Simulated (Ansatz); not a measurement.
LaPd3:
```
LaPd3
1.0
    4.20122     0.00000     0.00000
    0.00000     4.20122     0.00000
    0.00000     0.00000     4.20122
La Pd
1 3
Direct
  0.00000   0.00000   0.00000
  0.00000   0.50000   0.50000
  0.50000   0.00000   0.50000
  0.50000   0.50000   0.00000
```

Relaxed with r²SCAN.

Problem. Tabulate the valence density and the electron localisation function along the shortest Pd–Pd contact (2.97 Å), r²SCAN in the plane-wave PAW code Ansatz.

Solution. 

| distance from Pd (Å) | density (e/Å³) | ELF |
|---|---|---|
| 0.30 | 12.21 | 0.39 |
| 0.45 | 9.52 | 0.50 |
| 0.59 | 5.88 | 0.54 |
| 0.74 | 2.75 | 0.49 |
| 0.89 | 1.13 | 0.37 |
| 1.04 | 0.56 | 0.25 |
| 1.19 | 0.33 | 0.20 |
| 1.34 | 0.24 | 0.20 |
| 1.49 | 0.22 | 0.21 |
| 1.63 | 0.24 | 0.20 |
| 1.78 | 0.33 | 0.20 |
| 1.93 | 0.56 | 0.25 |
| 2.08 | 1.13 | 0.37 |
| 2.23 | 2.75 | 0.49 |
| 2.38 | 5.88 | 0.54 |
| 2.53 | 9.52 | 0.50 |
| 2.67 | 12.21 | 0.39 |

The density is the valence pseudo-density with augmentation charge, so density and ELF within about 1 Å of a nucleus are not all-electron values.

Space group Pm-3m (Cu3Au type). The workflow started from an entry of the Crystallography Open Database (COD). Its standing as an ambient phase is unchecked. The r²SCAN relaxation kept the symmetry of its start; whether a distortion lowers the energy is not shown. The run is not spin-polarised. Spin–orbit coupling is left out wherever it is not named.

Potentials: the later of the program's two PAW sets.
